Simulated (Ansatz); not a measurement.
# AlB2-type EuAg2

Level of theory: DFT, PBEsol, scalar-relativistic, collinear spin; plane waves to 420 eV with PAW datasets (Ansatz 0.2.0), 8×8×8 k-mesh, Gaussian smearing of 0.05 eV; PAW files: Ansatz's generated set soft_2.

Space group P6/mmm (No. 191). a = 4.705 Å, b = 4.705 Å, c = 3.657 Å, α = 90.00°, β = 90.00°, γ = 120.00°
| atom | site | symmetry | x | y | z |
| --- | --- | --- | --- | --- | --- |
| Eu | 1a | 6/mmm | 0.0000 | 0.0000 | 0.0000 |
| Ag | 2d | -6m2 | 0.3333 | 0.6667 | 0.5000 |

The start was a prototype's sites filled with these elements. The Crystallography Open Database lists the compound in space group Imma, so this is a trial structure.

Magnetic state: ferromagnetic, site spin moments Eu 6.76 μB.

The cell above was scaled in volume, and shape and atoms were relaxed at each volume within its symmetry. Energies are counted from the cell above.

| V (Å³/atom) | ΔE (meV/atom) | P from the stress (GPa) |
| --- | --- | --- |
| 22.435 | 5.42 | 1.76 |
| 22.902 | 1.37 | 0.95 |
| 23.369 | 0.00 | 0.02 |
| 23.837 | 1.25 | -0.81 |
| 24.304 | 4.66 | -1.54 |

Q: Do the energies and the pressures agree? Compare −ΔE/ΔV between neighbouring points (1 meV/Å³ = 0.1602 GPa) with the mean of their pressures.

A: 
| interval (Å³/atom) | −ΔE/ΔV (GPa) | mean P (GPa) |
| --- | --- | --- |
| 22.43 to 22.90 | 1.4 | 1.4 |
| 22.90 to 23.37 | 0.5 | 0.5 |
| 23.37 to 23.84 | -0.4 | -0.4 |
| 23.84 to 24.30 | -1.2 | -1.2 |
They differ by 0.03 GPa at most.

Q: What do the two routes give for V0, B0 and B0′?

A: A third-order Birch–Murnaghan fit of the energies: V0 = 23.37 Å³/atom, B0 = 43 GPa, B0′ = 4.0. A polynomial of P in ln V, with B = −dP/d ln V at P = 0: V0 = 23.39 Å³/atom, B0 = 45 GPa, B0′ = 1.6. The two B0′ disagree, so these points don't fix it: the range is narrow, and mesh and smearing noise enter a third derivative strongly.

B0·V0 = 42.7 GPa × 23.37 Å³ = 6.24 eV/atom sets the scale: near the minimum ΔE ≈ ½ B0 V0 x², with x = V/V0 − 1, and a pressure of 0.4 GPa squeezes the volume by about 1 %. At the ends of the curve: x = −4.0 % predicts 5.0 meV/atom and the run gives 5.4; x = +4.0 % predicts 4.9 meV/atom and the run gives 4.7. Compression costs more and expansion less than the parabola says, since the crystal stiffens as it shrinks; B0′ measures that.

Without a U the 4f levels of Eu lie too near the Fermi level, so their share of the states there, and what hangs on it, is overstated. Scalar-relativistic only: spin–orbit splittings of the heavy atoms' levels are missing. The run wasn't fully tested for a lower electronic state. Site moments are of spin, integrated over atomic spheres. No antiparallel order was tried. The run is a metal.
